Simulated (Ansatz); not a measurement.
RuC:
```
RuC
1.0
    2.63297     0.00000     0.00000
    0.00000     2.63297     0.00000
    0.00000     0.00000     2.63297
Ru C
1 1
Direct
  0.00000   0.00000   0.00000
  0.50000   0.50000   0.50000
```

This is the PBEsol-relaxed structure.

Problem. All from DFT-PBEsol in the program Ansatz with PAW potentials, unless another level is named. Give the electronic character.

Solution. metallic (no gap).

Problem. And the density of states at the Fermi level?

Solution. 0.67 states/eV per atom (mean over ±0.08 eV).

Problem. Predict the formation energy from the elements (no fitted shifts).

Solution. 1.06 eV/atom.

Problem. Next, the gap with spin–orbit coupling?

Solution. none (metallic).

Space group Pm-3m (CsCl type). A made-up cell: these elements were put on the sites of a structure type; neither database checked (COD, Materials Project) lists it. Its standing as an ambient phase is unchecked. Symmetry was held in the PBEsol relaxation. At this level the phase is dynamically unstable (imaginary phonons). The run is not spin-polarised. The references are the lowest solids computed at this level, not always the standard phases. Scalar-relativistic: spin–orbit coupling is off unless named, which matters more the heavier the elements.

Potentials: the later of the program's two PAW sets.
